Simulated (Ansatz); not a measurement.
# LiVO2: pressure against volume

LiVO2, R-3m, a = 2.762 Å, c = 14.877 Å. The structure is a COD entry; whether it is the stable form wasn't checked. Ansatz: PBEsol, PAW, 420 eV, Γ-centred 18×18×18 mesh on 4 atoms, Gaussian smearing 0.10 eV; no spin polarisation. Shape and atoms are relaxed at each volume; pressure is positive in compression.

```tsv
V (Å³/atom)	P (GPa)
7.697	10.95
7.942	5.01
8.188	-0.03
8.434	-4.30
8.679	?
```

Task: Take V0 = 8.188 Å³/atom, count pressures from its P0 = -0.03 GPa, fit the third-order Birch–Murnaghan form to the other rows, and predict the missing pressure.

Result: With the Eulerian strain f = ½[(V0/V)^(2/3) − 1] and y = (P − P0)/[3f(1 + 2f)^(5/2)], the form is the line y = B0 + 1.5 B0 (B0′ − 4) f. Rows (f, y): 0.02104, 156.9; 0.01027, 155.5; -0.00977, 153.1. Means f = 0.007180, y = 155.17; Σ(Δf)² = 0.0004890, ΣΔfΔy = 0.06008; the slope is their ratio. y = 154.3 + 122.9 f GPa, so B0 = 154.3 GPa and B0′ = 4 + 2 × (122.9)/(3 × 154.3) = 4.53. At V = 8.679, f = -0.01904, y = 151.96 and P = -7.91 GPa. The run gave -7.94 GPa, so the fit is 0.03 GPa too high, a small miss on the scale of the series. The form still works here, 33 % of the fitted range beyond its end.

Spin polarisation was left out, and a magnetic state may lie lower.

Cost: 5 runs of about 15 core-minutes in all, on Intel Xeon Processor @ 2.50GHz (Skylake/Cascade Lake) (shared hosts).